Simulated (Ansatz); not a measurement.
Volume from LDA minus that from PBEsol (% of the latter), each on its own relaxed cell (Ansatz, an electronic-structure program, plane waves, PAW; no spin–orbit coupling, no Hubbard U), over 40 phases of the class «halides»: what sign and size do you expect?

Mean -6.0 %, median -6.0 %, mean absolute 6.0 %; eight in ten lie between -7.8 and -4.6 %, and 0 % are above zero.

Some cases that may be named, with their rank among the 40 from the lowest: NaF, rock salt -7.9 % (rank 3); NaCl, rock salt -7.2 % (rank 10); KMgF3, cubic perovskite -6.1 % (rank 20); NaMgF3, cubic perovskite -5.8 % (rank 22); CsPbBr3, cubic perovskite -5.2 % (rank 26); Cs2AgBiBr6, Fm-3m (Bi on 4a, Ag on 4b, Cs on 8c, Br on 24e) -5.1 % (rank 29).

The phases are those computed here (of each formula those with measured values and the lowest at some level), not a balanced benchmark, and neither functional is the truth. Pairs that end in unlike spin orders or unlike minima (c/a over 6 % apart, 30 % for weakly bound crystals), magnets with 4f shells, solids of gases and phases set aside for tests are left out.

1 are weakly bound layers, chains or molecules.

Not the usual ambient phase: CsPbBr3, cubic perovskite. Standing as an ambient phase not checked: NaMgF3, cubic perovskite. Unstable at this level: NaMgF3, cubic perovskite with LDA; NaMgF3, cubic perovskite with PBEsol. All cells were relaxed under the symmetry of their starts (and spin orders); stability against distortions was not tested throughout. Named crystals with no word on spin ran without spin polarisation. Scalar-relativistic: spin–orbit coupling is off unless named, which matters more the heavier the elements.

Potentials: the later of the program's two PAW sets.

Ansatz is a plane-wave DFT program.
